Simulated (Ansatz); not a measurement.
CaO:
```
CELL_PARAMETERS angstrom
      0.00000     2.39898     2.39898
      2.39898     0.00000     2.39898
      2.39898     2.39898     0.00000
ATOMIC_POSITIONS crystal
  Ca 0.00000 0.00000 0.00000
  O  0.50000 0.50000 0.50000
```

Relaxed with HSE06. Special points in fractions of this cell's reciprocal vectors: Γ (0.000, 0.000, 0.000); X (0.500, 0.000, 0.500); U (0.625, 0.250, 0.625); K (0.375, 0.375, 0.750); L (0.500, 0.500, 0.500); W (0.500, 0.250, 0.750).

Task: List the band energies nearest the valence-band maximum at these points for the program Ansatz at the HSE06 level (PAW).

Result: In eV from the valence-band maximum; about four levels below and three above (degenerate sets whole), none deeper than 8.9 eV; points with the same levels are listed once.

```json
[
 {"k": "Γ", "below": "0.00 0.00 0.00", "above": "6.29 8.21 8.21 8.21"},
 {"k": "X", "below": "-1.44 -0.42 -0.42", "above": "5.31 10.19 11.16"},
 {"k": "U", "below": "-1.43 -1.32 -0.84", "above": "6.91 10.08 10.78"},
 {"k": "L", "below": "-2.81 -1.26 -1.26", "above": "9.07 10.11 10.62 10.62"},
 {"k": "W", "below": "-1.38 -1.14 -1.14", "above": "8.21 8.21 10.60"}
]
```

Space group Fm-3m (rock salt). The cell was relaxed with HSE06 under the symmetry of its start. The hybrid was solved on a coarse mesh, the path and, where they were found, the r²SCAN edge points; its band edges are the extreme levels among these.

Potentials: the earlier of the program's two PAW sets.
